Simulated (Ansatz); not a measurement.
Method: Ansatz, DFT PBE, scalar-relativistic, plane waves, PAW. All cells share a 420 eV cutoff and Γ-centred k meshes spaced about 0.3 Å⁻¹ or finer (0.25 for metals, 2π included). No spin polarisation.

All energies are static (0 K, no zero-point motion).

Two forms of Nb3Si2O were relaxed alike.

A.

```yaml
crystal:
  lattice:
    - [2.87926, 0.00000, 0.00000]
    - [-1.43963, 2.49351, 0.00000]
    - [0.00000, 0.00000, 23.93572]
  atoms:
    - { symbol: Nb, position: [0.66667, 0.33333, 0.68475] }
    - { symbol: Nb, position: [0.66667, 0.33333, 0.81525] }
    - { symbol: Nb, position: [0.00000, 0.00000, 0.50000] }
    - { symbol: Nb, position: [0.33333, 0.66667, 0.31525] }
    - { symbol: Nb, position: [0.33333, 0.66667, 0.18475] }
    - { symbol: Nb, position: [0.00000, 0.00000, 0.00000] }
    - { symbol: Si, position: [0.33333, 0.66667, 0.59281] }
    - { symbol: Si, position: [0.66667, 0.33333, 0.40719] }
    - { symbol: Si, position: [0.33333, 0.66667, 0.90719] }
    - { symbol: Si, position: [0.66667, 0.33333, 0.09281] }
    - { symbol: O, position: [0.00000, 0.00000, 0.75000] }
    - { symbol: O, position: [0.00000, 0.00000, 0.25000] }
```

B.

```yaml
crystal:
  lattice:
    - [3.01002, 0.00000, 0.00000]
    - [-1.50501, 2.60675, 0.00000]
    - [0.00000, 0.00000, 12.09611]
  atoms:
    - { symbol: Nb, position: [0.00000, 0.00000, 0.50000] }
    - { symbol: Nb, position: [0.00000, 0.00000, 0.15760] }
    - { symbol: Nb, position: [0.00000, 0.00000, 0.84240] }
    - { symbol: Si, position: [0.33333, 0.66667, 0.33356] }
    - { symbol: Si, position: [0.33333, 0.66667, 0.66644] }
    - { symbol: O, position: [0.00000, 0.00000, 0.00000] }
```

Problem. Which form is favoured at zero pressure, and by what margin per atom?

Solution. A is lower, by 31 meV/atom. A has space group P6_3/mmc (No. 194), 14.3 Å³/atom and no gap on its mesh; B has space group P-6m2 (No. 187), 15.8 Å³/atom and no gap. Counting Nb or Si atoms around O (for each partner element, those within 1.25 times its shortest distance or 1.15 times the sum of covalent radii, where it is the nearest in units of that sum or under 1.3), A has O 6 and B has O 2. The denser one is the lower, and pressure would at first widen the difference. Both come from trial cells of a structure search, whose lowest cell (Pmc2_1, 14.8 Å³/atom) lies 246 meV/atom below the lower of the two.

A magnetic state wasn't ruled out in cells without spin, among them P-6m2. With atoms moved at random, B (by 28 meV/atom) fell into a lower structure. A had no clear such test and can be a saddle point. Some candidate types were left out of the draw beforehand, so a known form may be missing.
